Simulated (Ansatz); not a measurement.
Relaxed-ion elastic tensor of Si3N4 in space group Fd-3m (No. 227; Si on 16c, Si on 8b, N on 32e) in GPa (Voigt order), the program Ansatz at the LDA level (PAW); density 4.10 g/cm³, 8.12 Å³ per atom.

|  | 1 | 2 | 3 | 4 | 5 | 6 |
|---|---|---|---|---|---|---|
| 1 | 561 | 203 | 203 | 0.0 | 0.0 | 0.0 |
| 2 | 203 | 561 | 203 | 0.0 | 0.0 | 0.0 |
| 3 | 203 | 203 | 561 | 0.0 | 0.0 | 0.0 |
| 4 | 0.0 | 0.0 | 0.0 | 345 | 0.0 | 0.0 |
| 5 | 0.0 | 0.0 | 0.0 | 0.0 | 345 | 0.0 |
| 6 | 0.0 | 0.0 | 0.0 | 0.0 | 0.0 | 345 |

Q: Is the crystal mechanically stable?

A: Yes: the smallest eigenvalue of C is 345 GPa.

Q: Work out the Voigt, Reuss and Hill averages.

A: K_V = 322, K_R = 322, K_H = 322; G_V = 278, G_R = 251, G_H = 265 GPa.

Q: Give Young's modulus, Poisson's ratio, Pugh's ratio and the universal anisotropy index.

A: E = 9KG/(3K + G) = 624 GPa; ν = 0.18; K/G = 1.22 (brittle by the Pugh limit of 1.75); A_U = 5G_V/G_R + K_V/K_R − 6 = 0.53.

Q: Estimate the sound speeds and the Debye temperature.

A: v_l = √((K + 4G/3)/ρ) = 12800 m/s, v_t = √(G/ρ) = 8040 m/s, mean 8860 m/s; Θ = (h/k)(3n/4πV)^(1/3) v_m = 1310 K.

Q: Give the Zener ratio and Young's modulus along [100], [110] and [111].

A: A = 2C44/(C11 − C12) = 1.93; 1/E = S11 − 2(S11 − S12 − S44/2)Γ with Γ = 0, 1/4, 1/3 gives 453, 651, 762 GPa.

Symmetry was held in the LDA relaxation; phonons on a q-mesh show no instability.

Potentials: the later of the program's two PAW sets.
